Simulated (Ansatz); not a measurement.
TiTe$_{2}$:
```
CELL_PARAMETERS angstrom
      6.68656     0.00000     0.00000
      0.00000     6.68656     0.00000
      0.00000     0.00000     3.64463
ATOMIC_POSITIONS crystal
  Ti 0.00000 0.00000 0.00000
  Ti 0.50000 0.50000 0.50000
  Te 0.29367 0.29367 0.00000
  Te 0.79367 0.20633 0.50000
  Te 0.20633 0.79367 0.50000
  Te 0.70633 0.70633 0.00000
```

Relaxed with PBEsol. Special points in fractions of this cell's reciprocal vectors: Γ (0.000, 0.000, 0.000); X (0.000, 0.500, 0.000); M (0.500, 0.500, 0.000); Z (0.000, 0.000, 0.500); R (0.000, 0.500, 0.500); A (0.500, 0.500, 0.500).

### Question
List the band energies nearest the Fermi level at these points for PBEsol (plane waves, PAW; program Ansatz).

### Answer
In eV from the Fermi level; about four levels below and three above (degenerate sets whole), none deeper than 8.9 eV; points with the same levels are listed once.

```csv
k,below,above
Γ,-0.74 -0.46 -0.28 -0.26,0.32 0.32 0.57 0.57
X,-0.68 -0.68 -0.36 -0.36,0.31 0.31 1.24 1.24
M,-1.34 -1.34 -0.37 -0.37,0.15 0.15 0.57 0.57
Z,-2.18 -2.18 -1.85 -1.85,0.89 0.89 1.36 1.36
R,-0.88 -0.88 -0.12 -0.12,1.32 1.32 1.61 1.61
A,-1.18 -1.18 -0.85 -0.85,0.68 0.68 0.78 0.78
```

Space group P4_2/mnm. The cell is a constructed one: a structure type filled with these elements; neither database checked (COD, Materials Project) lists it. COD files the formula under space group No. 164. Whether it is the stable phase at ambient conditions was not checked. Symmetry was held in the PBEsol relaxation; its stability against distortions is not shown here. The run is not spin-polarised. Spin–orbit coupling is left out wherever it is not named.

Potentials: the later of the program's two PAW sets.
